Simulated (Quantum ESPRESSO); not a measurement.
Band energies of Ba$_{2}$LaTaO$_{6}$

```
Ba2LaTaO6
1.0
    5.27203    -3.04684     0.00000
    5.27203     3.04684     0.00000
   -3.55565     0.00000     5.04312
O Ba La Ta
6 2 1 1
Direct
  0.23256   0.69432   0.68871
  0.76744   0.30568   0.31129
  0.30568   0.76744   0.31129
  0.69432   0.23256   0.68871
  0.27340   0.27340   0.20672
  0.72660   0.72660   0.79328
  0.24805   0.24805   0.74213
  0.75195   0.75195   0.25787
  0.00000   0.00000   0.00000
  0.50000   0.50000   0.50000
```

norm-conserving PBEsol (Quantum ESPRESSO, 110 Ry, scalar-relativistic); path XΓY,LΓZ,NΓM,RΓ; energies in eV from the valence-band maximum.

```csv
k (1/Å),point,band 36,band 37,band 38,band 39,band 40,band 41,band 42,band 43
0.00,X,-0.72,-0.51,-0.46,-0.28,-0.06,4.45,4.48,4.74
0.21,,-0.64,-0.55,-0.36,-0.24,-0.06,4.22,4.31,4.39
0.42,,-0.45,-0.42,-0.23,-0.21,-0.11,3.84,3.96,3.99
0.62,Γ,-0.29,-0.26,-0.25,-0.23,-0.18,3.65,3.80,3.84
0.83,,-0.50,-0.43,-0.24,-0.21,-0.19,3.87,3.96,4.02
1.04,,-0.72,-0.64,-0.37,-0.26,-0.21,4.27,4.38,4.42
1.25,Y,-0.70,-0.67,-0.48,-0.30,-0.23,4.47,4.60,4.75
1.25,L,-0.81,-0.26,-0.19,-0.16,-0.03,3.77,5.14,5.24
1.50,,-0.65,-0.50,-0.21,-0.18,-0.07,3.78,4.77,4.84
1.74,,-0.34,-0.31,-0.23,-0.21,-0.17,3.80,4.03,4.17
1.98,Γ,-0.29,-0.26,-0.25,-0.23,-0.18,3.65,3.80,3.84
2.19,,-0.45,-0.44,-0.25,-0.19,-0.15,3.80,3.97,4.07
2.40,,-0.69,-0.56,-0.33,-0.21,-0.20,4.22,4.33,4.49
2.61,Z,-0.67,-0.51,-0.38,-0.29,-0.22,4.45,4.59,4.80
2.61,N,-0.84,-0.24,-0.20,-0.15,-0.07,3.63,5.07,5.26
2.79,,-0.65,-0.49,-0.21,-0.17,-0.08,3.64,4.88,5.09
3.16,,-0.32,-0.30,-0.25,-0.19,-0.15,3.67,4.02,4.03
3.34,Γ,-0.29,-0.26,-0.25,-0.23,-0.18,3.65,3.80,3.84
3.52,,-0.30,-0.29,-0.23,-0.21,-0.19,3.80,3.89,4.03
3.88,,-0.72,-0.52,-0.20,-0.17,-0.05,3.78,4.92,4.99
4.06,M,-0.81,-0.26,-0.19,-0.16,-0.03,3.77,5.14,5.24
4.06,R,-0.70,-0.67,-0.48,-0.30,-0.23,4.47,4.60,4.75
4.22,,-0.73,-0.66,-0.41,-0.27,-0.22,4.35,4.47,4.54
4.38,,-0.63,-0.57,-0.29,-0.23,-0.20,4.08,4.15,4.21
4.69,Γ,-0.29,-0.26,-0.25,-0.23,-0.18,3.65,3.80,3.84
```

The PBEsol gap is 3.63 eV; at least one edge lies off the plotted path, at a point of the SCF mesh. The smallest direct gap is 3.70 eV.

Spin-orbit coupling is left out, which matters for elements this heavy: edges can move by tenths of an eV. The 4f states are in the valence at their DFT position.

Geometry of the Materials Project entry, not relaxed at this level.

The structure is a Materials Project entry; no match was found in the copy of COD used, and its stability was not checked.
